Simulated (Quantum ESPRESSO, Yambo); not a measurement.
# KI at +1 % isotropic strain: DFT and GW levels

```cif
data_IK
_chemical_formula_sum 'K1 I1'
_space_group_name_H-M_alt 'P 1'
_space_group_IT_number 1
_cell_length_a 5.00216
_cell_length_b 5.00216
_cell_length_c 5.00216
_cell_angle_alpha 60.000
_cell_angle_beta 60.000
_cell_angle_gamma 60.000
loop_
_space_group_symop_operation_xyz
  'x, y, z'
loop_
_atom_site_label
_atom_site_type_symbol
_atom_site_fract_x
_atom_site_fract_y
_atom_site_fract_z
_atom_site_occupancy
K1 K 0.00000 0.00000 0.00000 1
I1 I 0.50000 0.50000 0.50000 1
```

The PBEsol cell relaxed from Materials Project entry mp-22898 was given an isotropic strain of +1 % on all lattice vectors, and the atoms were relaxed again.

Starting point: PBEsol (pw.x of Quantum ESPRESSO, ONCV potentials, without SOC). G0W0 in Yambo: 4×4×4 Γ-centred k mesh, 193 bands and a 10 Ry block in the screening, 193 bands in G with the Bruneval-Gonze terminator, plasmon pole fitted at 27.2 eV.

```json
{
 "PBEsol gap along the band path": "3.81 eV",
 "PBEsol gap between the mesh's edge points (Γ → Γ)": "3.81 eV",
 "G0W0 gap between the same points": "6.11 eV"
}
```

```json
[
 {"k point": "Γ", "band": "VB", "E PBEsol (eV)": "0.00", "E QP (eV)": "-1.74", "shift (eV)": "-1.74", "Z": "0.82"},
 {"k point": "Γ", "band": "CB", "E PBEsol (eV)": "3.81", "E QP (eV)": "4.36", "shift (eV)": "0.56", "Z": "0.86"},
 {"k point": "L", "band": "VB", "E PBEsol (eV)": "-0.34", "E QP (eV)": "-2.10", "shift (eV)": "-1.76", "Z": "0.82"},
 {"k point": "L", "band": "CB", "E PBEsol (eV)": "5.38", "E QP (eV)": "5.93", "shift (eV)": "0.55", "Z": "0.86"},
 {"k point": "W", "band": "VB", "E PBEsol (eV)": "-0.61", "E QP (eV)": "-2.40", "shift (eV)": "-1.79", "Z": "0.82"},
 {"k point": "W", "band": "CB", "E PBEsol (eV)": "6.37", "E QP (eV)": "7.18", "shift (eV)": "0.81", "Z": "0.85"}
]
```

Energies count from the PBEsol valence-band maximum.

Convergence of the G0W0 settings was not tested.

Spin-orbit coupling is left out, which matters for elements this heavy: edges can move by tenths of an eV.
